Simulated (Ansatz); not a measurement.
HPbBrO:
```yaml
crystal:
  lattice:
    - [7.40396, 0.00000, 0.00000]
    - [0.00000, 4.09267, 0.00000]
    - [0.00000, 0.00000, 10.01052]
  atoms:
    - { symbol: H, position: [0.30011, 0.25000, 0.61666] }
    - { symbol: H, position: [0.69989, 0.75000, 0.38334] }
    - { symbol: H, position: [0.19989, 0.75000, 0.11666] }
    - { symbol: H, position: [0.80011, 0.25000, 0.88334] }
    - { symbol: Pb, position: [0.19653, 0.25000, 0.91711] }
    - { symbol: Pb, position: [0.80347, 0.75000, 0.08289] }
    - { symbol: Pb, position: [0.30347, 0.75000, 0.41711] }
    - { symbol: Pb, position: [0.69653, 0.25000, 0.58289] }
    - { symbol: Br, position: [0.05594, 0.75000, 0.68073] }
    - { symbol: Br, position: [0.94406, 0.25000, 0.31927] }
    - { symbol: Br, position: [0.44406, 0.25000, 0.18073] }
    - { symbol: Br, position: [0.55594, 0.75000, 0.81927] }
    - { symbol: O, position: [0.37853, 0.25000, 0.53945] }
    - { symbol: O, position: [0.62147, 0.75000, 0.46055] }
    - { symbol: O, position: [0.12147, 0.75000, 0.03945] }
    - { symbol: O, position: [0.87853, 0.25000, 0.96055] }
```

Cartesian axes are those of the cell as given.

Give the high-frequency dielectric tensor and the Born effective charge tensors of the independent atoms from DFPT, plane-wave PAW r²SCAN+D4 (Ansatz code).


ε∞:
```
4.54  0.00  0.00
0.00  4.80  0.00
0.00  0.00  4.80
```
Z* of atom 1 (H), rows: field, columns: displacement, in e:
```
 0.38   0.00  -0.14
 0.00   0.46   0.00
-0.10   0.00   0.33
```
Z* of atom 5 (Pb), rows: field, columns: displacement, in e:
```
 3.30   0.00  -0.05
 0.00   3.81   0.00
-0.01   0.00   3.12
```
Z* of atom 9 (Br), rows: field, columns: displacement, in e:
```
-1.59   0.00  -0.03
 0.00  -1.65   0.00
-0.13   0.00  -2.02
```
Z* of atom 13 (O), rows: field, columns: displacement, in e:
```
-2.10   0.00  -0.40
 0.00  -2.62   0.00
-0.53   0.00  -1.43
```

Static charges for comparison (Bader): H1 +0.57, Pb5 +1.36, Br9 -0.69, O13 -1.24 e. Born charges measure polarisation by displacement and can exceed these by far.

Space group Pnma. The first step of the workflow began from a Materials Project structure, measured or hypothetical; the Crystallography Open Database copy checked does not list it. Whether it is the stable phase at ambient conditions was not checked. The r²SCAN+D4 relaxation kept the symmetry of its start; of distortions, only those at the zone centre were tested. Scalar-relativistic: spin–orbit coupling is off unless named, which matters more the heavier the elements.

Potentials: the later of the program's two PAW sets.
